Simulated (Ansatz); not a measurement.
# Hydrogen-ended wire of Ge, Ge17H12

Ansatz, PAW, plane waves. PBEsol relaxation at a 1×1×8 mesh; single points on the relaxed atoms at a 1×1×6 mesh, onto which points of the small cell's zone fold. No spin–orbit coupling unless named.

Relaxed structure:

```yaml
crystal:
  lattice:
    - [16.26346, -16.26346, 0.00000]
    - [0.00000, 0.00000, 23.00000]
    - [-2.83780, -2.83780, 0.00000]
  atoms:
    - { symbol: Ge, position: [0.32754, 0.50074, 0.99925] }
    - { symbol: Ge, position: [0.67233, 0.50107, 0.99995] }
    - { symbol: Ge, position: [0.50023, 0.31623, 0.50039] }
    - { symbol: Ge, position: [0.49990, 0.56158, 0.49979] }
    - { symbol: Ge, position: [0.50022, 0.25657, 0.00045] }
    - { symbol: Ge, position: [0.49981, 0.50023, 0.99986] }
    - { symbol: Ge, position: [0.49983, 0.74447, 0.00186] }
    - { symbol: Ge, position: [0.32757, 0.56061, 0.49917] }
    - { symbol: Ge, position: [0.67232, 0.56096, 0.50003] }
    - { symbol: Ge, position: [0.58562, 0.37853, 0.49956] }
    - { symbol: Ge, position: [0.58660, 0.62287, 0.50118] }
    - { symbol: Ge, position: [0.58658, 0.43904, 0.99960] }
    - { symbol: Ge, position: [0.58571, 0.68337, 0.00128] }
    - { symbol: Ge, position: [0.41463, 0.37827, 0.49970] }
    - { symbol: Ge, position: [0.41314, 0.62280, 0.49775] }
    - { symbol: Ge, position: [0.41326, 0.43873, 0.99972] }
    - { symbol: Ge, position: [0.41401, 0.68329, 0.99757] }
    - { symbol: H, position: [0.27255, 0.46168, 0.99847] }
    - { symbol: H, position: [0.72727, 0.46192, 0.00094] }
    - { symbol: H, position: [0.44594, 0.21700, 0.99996] }
    - { symbol: H, position: [0.55426, 0.21670, 0.00022] }
    - { symbol: H, position: [0.50017, 0.78550, 0.70004] }
    - { symbol: H, position: [0.49939, 0.78433, 0.30864] }
    - { symbol: H, position: [0.27277, 0.59995, 0.49938] }
    - { symbol: H, position: [0.72718, 0.60022, 0.50028] }
    - { symbol: H, position: [0.64100, 0.33993, 0.49999] }
    - { symbol: H, position: [0.64115, 0.72181, 0.00056] }
    - { symbol: H, position: [0.35951, 0.33930, 0.50001] }
    - { symbol: H, position: [0.35842, 0.72152, 0.99881] }
```

**Question.** What are the mean bond lengths by pair (pairs within 1.2 times the sum of covalent radii, less contacts 15 % beyond the pair's median; cation–cation pairs of compounds aside; long ionic contacts are cut short by that bound)?

**Answer.** Ge–Ge 2.437 ± 0.007 Å (standard deviation, 28 bonds); Ge–H 1.548 ± 0.006 Å (standard deviation, 12 bonds).

**Question.** What gap lies between the top filled and the lowest empty level in the single points?

**Answer.** HSE06 2.15 eV (35 s on NVIDIA GB200).
